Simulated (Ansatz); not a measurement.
**Zincblende alloy of GaAs and GaBi (4 of 32 As sites exchanged), 64 atoms**

Ansatz, PAW, plane waves. PBEsol relaxation of volume and atoms (shape held) at the single k point (¼, ¼, ¼) without its symmetry partners; single points on the relaxed atoms at the single k point (¼, ¼, ¼) without its symmetry partners, onto which points of the small cell's zone fold. Arrangement: random. No spin–orbit coupling unless named.

Relaxed structure:

```cif
data_structure
_symmetry_space_group_name_H-M 'P 1'
_symmetry_Int_Tables_number 1
_cell_length_a 11.4813
_cell_length_b 11.4813
_cell_length_c 11.4813
_cell_angle_alpha 90.000
_cell_angle_beta 90.000
_cell_angle_gamma 90.000
_cell_volume 1513.48
loop_
_atom_site_label
_atom_site_type_symbol
_atom_site_fract_x
_atom_site_fract_y
_atom_site_fract_z
_atom_site_occupancy
Ga1 Ga 0.99706 0.00264 0.00028 1
Ga2 Ga 0.99832 0.99990 0.50142 1
Ga3 Ga 0.99803 0.49853 0.99998 1
Ga4 Ga 0.99815 0.49726 0.49860 1
Ga5 Ga 0.50913 0.00958 0.99125 1
Ga6 Ga 0.49819 0.02217 0.49957 1
Ga7 Ga 0.50854 0.48885 0.00865 1
Ga8 Ga 0.49971 0.49691 0.50170 1
Ga9 Ga 0.24994 0.25132 0.00128 1
Ga10 Ga 0.24716 0.25279 0.50043 1
Ga11 Ga 0.22770 0.75106 0.99951 1
Ga12 Ga 0.24028 0.74051 0.49122 1
Ga13 Ga 0.75223 0.25167 0.99840 1
Ga14 Ga 0.75099 0.25158 0.50014 1
Ga15 Ga 0.75278 0.75035 0.00134 1
Ga16 Ga 0.76053 0.74165 0.50764 1
Ga17 Ga 0.24149 0.00930 0.25958 1
Ga18 Ga 0.23964 0.00910 0.76013 1
Ga19 Ga 0.24765 0.49636 0.24882 1
Ga20 Ga 0.24090 0.49073 0.74056 1
Ga21 Ga 0.75922 0.00860 0.24005 1
Ga22 Ga 0.75368 0.00165 0.74871 1
Ga23 Ga 0.75301 0.49766 0.25161 1
Ga24 Ga 0.75210 0.49667 0.75167 1
Ga25 Ga 0.99930 0.25187 0.25020 1
Ga26 Ga 0.99741 0.25041 0.74991 1
Ga27 Ga 0.99687 0.75013 0.25078 1
Ga28 Ga 0.99847 0.74995 0.74958 1
Ga29 Ga 0.49969 0.25130 0.24972 1
Ga30 Ga 0.49975 0.25295 0.74999 1
Ga31 Ga 0.49921 0.72822 0.25008 1
Ga32 Ga 0.52084 0.75055 0.75013 1
As1 As 0.12202 0.12794 0.12535 1
As2 As 0.12148 0.12805 0.62527 1
As3 As 0.11825 0.62185 0.12805 1
As4 As 0.11877 0.62172 0.62244 1
As5 As 0.62780 0.13103 0.12251 1
As6 As 0.62815 0.13083 0.62800 1
As7 As 0.63135 0.61869 0.12484 1
As8 As 0.63147 0.61847 0.62480 1
As9 As 0.37443 0.37258 0.12724 1
As10 As 0.37376 0.37239 0.62332 1
As11 As 0.87515 0.37433 0.12484 1
As12 As 0.87518 0.37458 0.62479 1
As13 As 0.87776 0.87542 0.12303 1
As14 As 0.87688 0.87494 0.62670 1
As15 As 0.37059 0.13505 0.37435 1
As16 As 0.37492 0.13057 0.87481 1
As17 As 0.37100 0.61485 0.37579 1
As18 As 0.87670 0.12739 0.37524 1
As19 As 0.87475 0.12652 0.87454 1
As20 As 0.87727 0.62184 0.37518 1
As21 As 0.87507 0.62439 0.87511 1
As22 As 0.12317 0.37486 0.37475 1
As23 As 0.12203 0.37269 0.87490 1
As24 As 0.11931 0.87504 0.37534 1
As25 As 0.11461 0.87861 0.87470 1
As26 As 0.62541 0.37453 0.37511 1
As27 As 0.62743 0.37250 0.87499 1
As28 As 0.63443 0.87882 0.87565 1
Bi1 Bi 0.37391 0.87619 0.12488 1
Bi2 Bi 0.37246 0.87685 0.62532 1
Bi3 Bi 0.37457 0.62204 0.87578 1
Bi4 Bi 0.62696 0.87584 0.37467 1
```

(1) What are the mean bond lengths by pair (pairs within 1.2 times the sum of covalent radii, less contacts 15 % beyond the pair's median; cation–cation pairs of compounds aside; long ionic contacts are cut short by that bound)?

(2) What gap lies between the top filled and the lowest empty level in the single points?

## Answers

(1) As–Ga 2.464 ± 0.015 Å (standard deviation, 112 bonds); Bi–Ga 2.654 ± 0.008 Å (standard deviation, 16 bonds).

(2) r²SCAN 1.29 eV (5.6 s on NVIDIA GB200). Away from Γ this isn't the crystal's band gap.
